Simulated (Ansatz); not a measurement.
Is this HfZr3S8 structure stable?

The structure comes from a generated guess, relaxed at this level; another structure or a mixture of phases may lie lower.

Computed with DFT PBE, scalar-relativistic, plane waves, PAW in Ansatz 0.2.0. Plane waves to 420 eV, a 4×4×4 mesh through Γ for the 12-atom cell and 0.02 eV Gaussian smearing; no spin polarisation.

```yaml
crystal:
  lattice:
    - [6.76934, -3.67757, 0.00000]
    - [6.76934, 3.67757, 0.00000]
    - [-0.00067, 0.00000, 6.36742]
  atoms:
    - { symbol: Zr, position: [0.24963, 0.75037, 0.00000] }
    - { symbol: Zr, position: [0.75037, 0.24963, 0.00000] }
    - { symbol: Zr, position: [0.50000, 0.50000, 0.50000] }
    - { symbol: Hf, position: [0.00000, 0.00000, 0.50000] }
    - { symbol: S, position: [0.60709, 0.60709, 0.16631] }
    - { symbol: S, position: [0.35510, 0.85867, 0.66552] }
    - { symbol: S, position: [0.10691, 0.10691, 0.16931] }
    - { symbol: S, position: [0.85867, 0.35510, 0.66552] }
    - { symbol: S, position: [0.89309, 0.89309, 0.83069] }
    - { symbol: S, position: [0.64490, 0.14133, 0.33448] }
    - { symbol: S, position: [0.39291, 0.39291, 0.83369] }
    - { symbol: S, position: [0.14133, 0.64490, 0.33448] }
```

Energies over the elements count from the elements' standard structures at the same level, with no fitted energy shifts.

Question: These tests were run: energy against the elements; phonons at Γ. What do they show?

Answer:

```json
{"test": "energy against the elements", "result": "−1.569 eV/atom"}
{"test": "phonons at Γ", "result": "lowest optical mode 52 cm⁻¹"}
```

It fails none of these tests. Whether a mixture of other phases lies lower isn't tested here. Phonons away from Γ weren't computed.

Weakly bound directions are ill-defined at this level, which has no dispersion term. These runs have no spin–orbit coupling, which can matter for Hf. The reference form of S is held partly by dispersion forces, which this level lacks. The run for the phonons used a 4×4×4 k mesh.
